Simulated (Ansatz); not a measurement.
Sn:
```xyz
2
Lattice="-2.9292 2.9292 1.6073 2.9292 -2.9292 1.6073 2.9292 2.9292 -1.6073" Properties=species:S:1:pos:R:3 pbc="T T T"
Sn     0.0000     2.9292     0.8037
Sn     0.0000     0.0000     0.0000
```

Relaxed with r²SCAN. Special points in fractions of this cell's reciprocal vectors: Γ (0.000, 0.000, 0.000); X (0.000, 0.000, 0.500); M (-0.500, 0.500, 0.500); Z (0.325, 0.325, -0.325); Z0 (-0.325, 0.675, 0.325); P (0.250, 0.250, 0.250); N (0.000, 0.500, 0.000).

Task: List the band energies nearest the Fermi level at these points for DFT-r²SCAN in the program Ansatz with PAW potentials.

Result: In eV from the Fermi level; about four levels below and three above (degenerate sets whole), none deeper than 8.9 eV; points with the same levels are listed once.

```
k                    below                above
-  -----------------------  -------------------
Γ        -3.61 -2.07 -2.07       3.42 6.55 6.55
X                        –  0.61 0.61 1.85 1.85
M  -7.78 -7.78 -4.92 -4.92  5.17 5.17 9.90 9.90
Z  -5.75 -3.11 -3.04 -3.04       3.31 5.90 5.90
P  -6.20 -6.20 -3.65 -3.65  3.69 3.69 4.21 4.21
N  -5.58 -2.31 -1.79 -1.26       2.53 3.01 4.93
```

Space group I4_1/amd (β-Sn type). The r²SCAN relaxation kept the symmetry of its start; of distortions, only those at the zone centre were tested. Scalar-relativistic: spin–orbit coupling is off unless named, which matters more the heavier the elements.

Potentials: the later of the program's two PAW sets.
